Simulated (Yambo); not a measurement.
Excitons in Sr2WZnO6

```xyz
10
Lattice="0.0000 4.0355 4.0355 4.0355 0.0000 4.0355 4.0355 4.0355 0.0000" Properties=species:S:1:pos:R:3 pbc="T T T"
O      4.0355     4.0355     6.1257
O      4.0355     4.0355     1.9454
O      6.1257     4.0355     4.0355
O      1.9454     4.0355     4.0355
O      4.0355     6.1257     4.0355
O      4.0355     1.9454     4.0355
Zn     4.0355     4.0355     4.0355
Sr     6.0533     6.0533     6.0533
Sr     2.0178     2.0178     2.0178
W      0.0000     0.0000     0.0000
```

The geometry is that of Materials Project entry mp-19282, symmetrised and not relaxed again.

BSE in Yambo on norm-conserving PBEsol (Quantum ESPRESSO, 84 Ry, without SOC) bands: 4×4×4 mesh, 22 valence and 9 conduction bands, static screening with 92 bands and a 3 Ry block, scissor 1.69 eV, Tamm-Dancoff; field along x.

| state | energy (eV) | states within 2 meV | relative strength | class | main transitions |
|---|---|---|---|---|---|
| 1 | 3.69 | 1 | < 0.01 | dark | several band pairs |
| 2 | 3.82 | 3 | < 0.01 | dark | several band pairs |
| 3 | 3.91 | 3 | < 0.01 | dark | several band pairs |
| 4 | 3.94 | 3 | < 0.01 | dark | several band pairs |
| 5 | 4.07 | 3 | 1.00 | strong | several band pairs |
| 6 | 4.09 | 2 | < 0.01 | dark | several band pairs |

These are vertical excitations (zero momentum). The direct quasiparticle gap on this mesh is 4.66 eV; counted from there, state 1 is bound by 0.97 eV. Convergence with the mesh was not shown.

Spin singlets only. Strengths are relative to the strongest of the lowest states of this run; strong means a line over 3 % of the spectrum's maximum, dark under 0.03 %. Absolute energies carry the error of the G0W0 scissor, whose convergence isn't established.

Spin-orbit coupling is left out, which matters for elements this heavy: edges can move by tenths of an eV.

With a shallow 3d shell G0W0 needs far more bands and larger blocks than here, so the scissor is uncertain by tenths of an eV or more.
